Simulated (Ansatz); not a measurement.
YF: rattling a relaxed structure

The structure comes from a generated guess, relaxed at this level; another structure or a mixture of phases may lie lower.

These are results of Ansatz 0.2.0, DFT PBE, scalar-relativistic, plane waves, PAW, not measurements. Cutoff 420 eV; k points 12×12×8 on the computed 4-atom cell (Γ-centred); Gaussian smearing, width 0.10 eV; no spin polarisation.

The cell below (4 atoms, space group P4/nmm (No. 129)) is relaxed within its symmetry.

```yaml
crystal:
  lattice:
    - [3.71154, 0.00000, 0.00000]
    - [0.00000, 3.71154, 0.00000]
    - [0.00000, 0.00000, 5.73802]
  atoms:
    - { symbol: Y, position: [0.50000, 0.00000, 0.73368] }
    - { symbol: Y, position: [0.00000, 0.50000, 0.26632] }
    - { symbol: F, position: [0.00000, 0.00000, 0.00000] }
    - { symbol: F, position: [0.50000, 0.50000, 0.00000] }
```

For the test a repeat of it with 8 atoms (edges 3.71, 5.74, 7.42 Å) was strained at random (σ = 1.5 % a component), the atoms were moved at random (σ = 0.15 Å), and all was relaxed again on a coarse 6×4×4 mesh (in the run’s order of axes) with 0.20 eV smearing, with no symmetry imposed.

**Question.** Is the structure stable against such a distortion?

**Answer.** It returns, within 1 meV/atom of the unmoved cell on that mesh and with the same symmetry when read at 0.1 Å (P2_1/m at 0.01 Å, so small strains and shifts remain). No instability shows in this cell; modes of other wave vectors, which need another repeat, aren't tested.
